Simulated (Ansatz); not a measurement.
Ansatz input file:

```yaml
crystal:
  lattice:
    - [1.7905656662, 1.0337835694, 6.0691288404]
    - [-1.7905656662, 1.0337835694, 6.0691288404]
    - [0.0, -2.0675671388, 6.0691288404]
  atoms:
    - { symbol: "Y", position: [0.2600721545, 0.2600721545, 0.2600721545] }
    - { symbol: "Y", position: [0.7399278455, 0.7399278455, 0.7399278455] }
    - { symbol: C, position: [0.0, 0.0, 0.0] }
basis:
  ecutwfc: 500
kpoints:
  mp_grid: { grid: [15, 15, 15] }
hamiltonian:
  xc: r2scan
scf:
  occupations: { method: gaussian, width: 0.1 }
output:
  forces: true
  stress: true
  eigenvalues: true
relax:
  adjacent_minimum: "off"
  f_tol: 0.01
  max_steps: 30
  cell: { stress_tol: 0.1, fix: [volume] }
```

Launched with
```bash
ansatz run input.yaml --threads 1 --pin off --max-ram 2560MiB --backend cpu --events-out ev --progress --plain --runs-dir out
```

Theory: Ansatz 0.2.0, DFT r2SCAN, scalar-relativistic, plane waves, PAW.

Part of what the program printed, abridged (final results; tables in files aren't shown):

```
SCF 4 converged in 3 iterations: F = -7972.378164 eV  dr2 = 1.95e-11
SCF converged after 3 iterations
Free energy (F): -7972.378164 eV
Harris-Foulkes:  -7972.378164 eV  (|F-HF|=3.18e-11)
Internal energy: -7972.364961 eV  (E = F + TS)
E sigma→0 (E₀):  -7972.371562 eV
Entropy (-TS):   -0.013203 eV (-4.401 meV/atom)
Fermi energy:    9.950091 eV
--- Per-component energies (eV) ---
  E_band       = -223.782584
  E_kinetic    = 698.608961
  E_local      = -1396.132449  (includes V_loc(G=0)·N_el)
  E_nonlocal   = 125.282752
  E_hartree    = 468.221991
  E_xc         = -384.513536
  E_vxc        = -510.542820  (∫ρ·V_xc dr)
  E_paw        = -5783.452127  (= ΣΔE_a)
  E_vpaw       = -104.923323  (= ΣTr[D̂ρ^β])
  E_aug_tail   = 0.000010  (compensation charges beyond the density's cutoff)
  E_vtau       = 27.480288  (kinetic-family band-sum trace: ∫τ·v_τ [+ j·A + Jᵃ·Aᵃ] dr)
  E_ewald      = -1700.047883
  E_core_change = -0.332681  (= ΣΔE_core)
  E_smearing   = -0.013203  (= −TS)
--- Forces (eV/Å), atoms counted from 1 ---
  atom   1  Y      0.00000000     0.00000000     0.00547982
  atom   2  Y      0.00000000     0.00000000    -0.00547982
  atom   3  C      0.00000000     0.00000000     0.00000000
--- Stress (GPa, compression-positive) ---
        2.048610       0.000000       0.000000
        0.000000       2.048610       0.000000
        0.000000       0.000000       2.136496
  P = ⅓ Tr σ = 2.0779 GPa (20.779 kbar)
--- Band table (eV; the first three rows and the last of 344) ---
  k-point 0: bands = ["-33.6421", "-33.5608", "-13.3696", "-12.8020", "-12.8020", "-12.7299", "-12.7299", "-12.6982", "-0.0073", "6.3950", "7.8078", "8.4325", "8.4325", "12.3043", "12.3043", "12.3627", "14.1396"]
  k-point 1: bands = ["-33.6392", "-33.5596", "-13.3609", "-12.8272", "-12.8087", "-12.7511", "-12.7331", "-12.6987", "0.0305", "6.4781", "7.6180", "8.4519", "8.6121", "12.1246", "12.3677", "12.4093", "13.5294"]
  k-point 2: bands = ["-33.6308", "-33.5561", "-13.3368", "-12.8951", "-12.8273", "-12.8093", "-12.7426", "-12.7039", "0.1327", "6.7147", "7.3323", "8.5010", "8.8578", "11.6920", "12.5481", "12.5495", "12.8339"]
  k-point 343: bands = ["-33.6287", "-33.5703", "-13.2396", "-12.8631", "-12.8000", "-12.7949", "-12.7548", "-12.7420", "0.1464", "5.8487", "8.3738", "8.5053", "9.1317", "11.1424", "12.1947", "12.5895", "13.6527"]
--- Relaxed structure (3 steps of the walk, 2 accepted, 1 SCFs on fresh bases) ---
  F+E_penalty+E_count = -7972.37816389 eV   max|allowed force component| = 5.480e-3 eV/Å   (the final SCF, on the basis selected at the relaxed cell)
  cell:  # Å, volume = 67.4058 Å³
    - [1.79424797, 1.03590955, 6.04424320]
    - [-1.79424797, 1.03590955, 6.04424320]
    - [0.0, -2.07181910, 6.04424320]
  atoms:
    - { symbol: Y, position: [0.25913775, 0.25913775, 0.25913775] }
    - { symbol: Y, position: [0.74086224, 0.74086224, 0.74086224] }
    - { symbol: C, position: [0.0, 0.0, 0.0] }
```

The relaxation met its thresholds.

It took 3.1 min on 1 thread of Intel(R) Xeon(R) Platinum 8259CL CPU @ 2.50GHz (Skylake/Cascade Lake), on a shared host, peak memory 0.91 GiB.